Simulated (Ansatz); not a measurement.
Input:

CuI:
```cif
data_CuI
_chemical_formula_sum 'Cu1 I1'
_space_group_name_H-M_alt 'P 1'
_space_group_IT_number 1
_cell_length_a 4.29847
_cell_length_b 4.29847
_cell_length_c 4.29847
_cell_angle_alpha 60.000
_cell_angle_beta 60.000
_cell_angle_gamma 60.000
loop_
_space_group_symop_operation_xyz
  'x, y, z'
loop_
_atom_site_label
_atom_site_type_symbol
_atom_site_fract_x
_atom_site_fract_y
_atom_site_fract_z
_atom_site_occupancy
Cu1 Cu 0.75000 0.75000 0.75000 1
I1 I 0.00000 0.00000 0.00000 1
```

This is the PBE-relaxed structure.

All from plane-wave PAW PBE (Ansatz code), unless another level is named. Estimate the electron effective mass.

0.15 mₑ (isotropic).

Give the gap with spin–orbit coupling.

0.95 eV.

Next, the formation energy from the elements (no fitted shifts)?

-0.14 eV/atom.

Next, the hole effective mass, band 2 of 3 at the edge?

0.75 along [100], 0.75 along [110], 1.5 along [111] (mₑ).

What about the band gap?

1.10 eV (direct).

Next, the weight of the valence-edge state by species (Voronoi cells)?

Cu 62 %, I 38 %.

Space group F-43m (zinc blende). Symmetry was held in the PBE relaxation; phonons on a q-mesh show no instability. No spin polarisation was allowed. The references are the lowest solids computed at this level, not always the standard phases. Spin–orbit coupling is left out wherever it is not named.

Potentials: the later of the program's two PAW sets.
